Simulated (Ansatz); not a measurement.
Mg in space group P6/mmm (No. 191; Mg on 2e, Mg on 2d, Mg on 3f) at seven volumes, PBEsol (plane waves, PAW; program Ansatz), shape and atoms relaxed at each. One row is withheld.

```csv
V (Å³/atom),P (GPa)
21.170,3.97
21.868,?
22.566,1.13
23.264,0.00
23.962,-0.97
24.660,-1.81
25.358,-2.53
```

Q: Fit the shown pressures and predict the withheld one.

A: Third-order Birch–Murnaghan: P = (3/2)B₀(x^(7/2) − x^(5/2))[1 + (3/4)(B′ − 4)(x − 1)] with x = (V₀/V)^(2/3). Least squares on the six rows gives V₀ = 23.265 Å³/atom, B₀ = 34.87 GPa, B′ = 3.98. At V = 21.868, x = 1.0421 and P = 2.44 GPa. The run itself gave 2.44 GPa.

The start of the workflow was typed in or built on a structure type; the Crystallography Open Database copy checked does not list it. It is not the phase usual at ambient conditions (space group No. 194). The PBEsol relaxation kept the symmetry of its start; whether a distortion lowers the energy is not shown.

Potentials: the later of the program's two PAW sets.
